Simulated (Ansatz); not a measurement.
Molecular dynamics on a 2×2×1 supercell (16 atoms) of CdCSb₂ (ordering on zincblende), relaxed with r2SCAN. Forces come from PBE in Ansatz 0.2.0: a Langevin thermostat at fixed volume, 1000 K, steps of 2 fs. Classical nuclei, no spin polarisation; a few dozen steps show the first response, not equilibrium. The structure comes from a prototype and may be hypothetical.

```yaml
crystal:
  lattice:
    - [7.6668677782, 0.0, 0.0]
    - [0.0, 7.6668677782, 0.0]
    - [0.0, 0.0, 6.603540025]
  atoms:
    - { symbol: Cd, position: [0.0, 0.0, 0.0] }
    - { symbol: Sb, position: [0.0, 0.25, 0.3114037651] }
    - { symbol: C, position: [0.25, 0.25, 0.5] }
    - { symbol: Sb, position: [0.25, 0.0, 0.6885962349] }
    - { symbol: Cd, position: [0.0, 0.5, 0.0] }
    - { symbol: Sb, position: [0.0, 0.75, 0.3114037651] }
    - { symbol: C, position: [0.25, 0.75, 0.5] }
    - { symbol: Sb, position: [0.25, 0.5, 0.6885962349] }
    - { symbol: Cd, position: [0.5, 0.0, 0.0] }
    - { symbol: Sb, position: [0.5, 0.25, 0.3114037651] }
    - { symbol: C, position: [0.75, 0.25, 0.5] }
    - { symbol: Sb, position: [0.75, 0.0, 0.6885962349] }
    - { symbol: Cd, position: [0.5, 0.5, 0.0] }
    - { symbol: Sb, position: [0.5, 0.75, 0.3114037651] }
    - { symbol: C, position: [0.75, 0.75, 0.5] }
    - { symbol: Sb, position: [0.75, 0.5, 0.6885962349] }
kpoints:
  mp_grid: { grid: [2, 2, 2] }
hamiltonian:
  xc: pbe
scf:
  occupations: { method: fermi_dirac, width: 0.086 }
md:
  ensemble: nvt_langevin
  temperature: 1000
  timestep: 2.0
  n_steps: 40
  initial_velocities: maxwell_boltzmann
  seed: 1048
```

Command: `ansatz run input.yaml --threads 4 --pin off --max-ram 3686MiB --backend cpu --events-out ev --progress --plain --runs-dir out`. It took 3.2 min on 4 threads of Arm Neoverse V2, with other jobs on the host, load about 0.5 per core; peak host memory 1.6 GiB.

```
step  t (fs)  T (K)  free energy F from step 0 (meV/atom)  kinetic energy (meV/atom)  largest force (eV/Å)
   0       0    938                                   0.0                      121.2                  0.53
   1       2    953                                   0.8                      123.2                  0.62
   2       4    842                                   2.6                      108.9                  0.70
   3       6    789                                   5.4                      102.0                  0.77
   4       8    743                                   8.8                       96.1                  0.84
   5      10    770                                  12.5                       99.5                  0.98
   6      12    743                                  16.0                       96.1                  1.07
   7      14    768                                  18.8                       99.2                  1.07
   8      16    781                                  20.8                      100.9                  1.10
   9      18    765                                  22.5                       98.9                  1.08
  10      20    729                                  24.1                       94.2                  1.06
  11      22    752                                  25.2                       97.2                  1.09
  12      24    670                                  25.9                       86.6                  1.07
  13      26    729                                  26.3                       94.3                  1.03
  14      28    653                                  26.4                       84.4                  1.06
  15      30    666                                  26.6                       86.1                  1.08
  16      32    602                                  26.9                       77.8                  1.06
  17      34    610                                  27.4                       78.8                  1.02
  18      36    624                                  28.0                       80.7                  1.06
  19      38    610                                  28.4                       78.8                  1.10
  20      40    630                                  28.6                       81.5                  1.10
  21      42    659                                  28.4                       85.2                  1.08
  22      44    624                                  28.3                       80.7                  1.08
  23      46    651                                  28.5                       84.2                  1.11
  24      48    723                                  29.3                       93.4                  1.17
  25      50    747                                  31.1                       96.5                  1.26
  26      52    763                                  34.4                       98.7                  1.35
  27      54    748                                  39.0                       96.6                  1.43
  28      56    733                                  44.9                       94.8                  1.49
  29      58    677                                  51.3                       87.5                  1.55
  30      60    739                                  57.2                       95.5                  1.71
  31      62    725                                  62.2                       93.8                  1.87
  32      64    745                                  66.2                       96.3                  1.96
  33      66    710                                  69.0                       91.8                  1.96
  34      68    602                                  70.7                       77.8                  1.90
  35      70    604                                  71.4                       78.0                  1.83
  36      72    580                                  71.2                       75.0                  1.81
  37      74    577                                  70.3                       74.6                  1.80
  38      76    597                                  69.1                       77.1                  1.80
  39      78    669                                  68.0                       86.5                  1.82
  40      80    699                                  67.2                       90.3                  1.90
```

The temperature starts at 938 K, is lowest at step 37 (577 K, 74 fs) and ends at 699 K. The thermostat hasn't had time to restore it. The atoms start on their lattice sites with kinetic energy alone, so much of it first passes into potential energy. By the last step the atoms have moved 0.25 Å in the root mean square, the drift of the whole cell taken out, 0.37 Å at most.

Positions (Å) and forces (eV/Å) at step 40:
```
Cd  -0.229  -0.064  -0.229     0.010   0.006   1.721
Sb  -0.064   1.893   2.233     0.636  -0.916  -1.533
C    1.644   1.837   3.546     0.647  -0.121  -0.616
Sb   1.976   0.099   4.816     0.170  -0.834  -0.907
Cd   0.029   3.591   0.040     0.323   0.492   0.163
Sb  -0.004   5.785   2.136     0.220   0.198  -1.199
C    1.916   5.907   3.290     0.180  -0.419   0.580
Sb   1.911   3.819   4.462     0.139   0.938   0.829
Cd   3.971   0.300   0.132     0.521  -0.200   0.022
Sb   3.682   2.019   2.287    -0.307   0.263  -0.212
C    5.706   1.873   3.205    -0.686  -0.366   0.170
Sb   5.728   0.006   4.341    -0.940  -0.850  -0.307
Cd   3.970   3.843  -0.067    -0.020  -0.349  -0.520
Sb   3.914   5.680   2.026    -0.170   0.421   0.193
C    5.805   5.420   3.253    -0.426   1.052  -0.024
Sb   5.981   3.613   4.372    -0.298   0.685   1.640
```
